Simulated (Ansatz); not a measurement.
ZrN:
```
ZrN
1.0
    3.16345     0.00000     0.00000
   -1.58173     2.73963     0.00000
    0.00000     0.00000     5.43907
Zr N
2 2
Direct
  0.33333   0.66667   0.25000
  0.66667   0.33333   0.75000
  0.00000   0.00000   0.00000
  0.00000   0.00000   0.50000
```

Relaxed with PBEsol. Special points in fractions of this cell's reciprocal vectors: Γ (0.000, 0.000, 0.000); M (0.500, 0.000, 0.000); K (0.333, 0.333, 0.000); A (0.000, 0.000, 0.500); L (0.500, 0.000, 0.500); H (0.333, 0.333, 0.500).

Question: List the band energies nearest the Fermi level at these points for PBEsol with spin–orbit coupling (plane waves, PAW; program Ansatz).

Answer: In eV from the Fermi level; about four levels below and three above (degenerate sets whole), none deeper than 8.9 eV; points with the same levels are listed once.

```
k                                            below                above
-  -----------------------------------------------  -------------------
Γ                          -1.34 -1.34 -0.57 -0.57  0.51 0.51 0.62 0.62
M                          -2.51 -2.51 -1.99 -1.99  2.50 2.50 2.51 2.51
K                          -5.01 -5.01 -2.95 -2.95  0.17 0.17 0.21 0.21
A  -4.09 -4.09 -4.09 -4.09 -4.09 -4.09 -4.09 -4.09  1.82 1.82 1.82 1.82
L                          -4.09 -4.09 -4.09 -4.09  0.01 0.01 0.01 0.01
H                          -3.67 -3.67 -3.55 -3.55  0.51 0.51 0.56 0.56
```

Space group P6_3/mmc (NiAs type). The workflow started from a Materials Project entry (that database holds measured and hypothetical structures alike); the Crystallography Open Database copy checked does not list it. It is not the phase usual at ambient conditions (space group No. 225). The cell was relaxed with PBEsol under the symmetry of its start; whether a distortion lowers the energy is not shown. The run is not spin-polarised.

Potentials: the later of the program's two PAW sets.
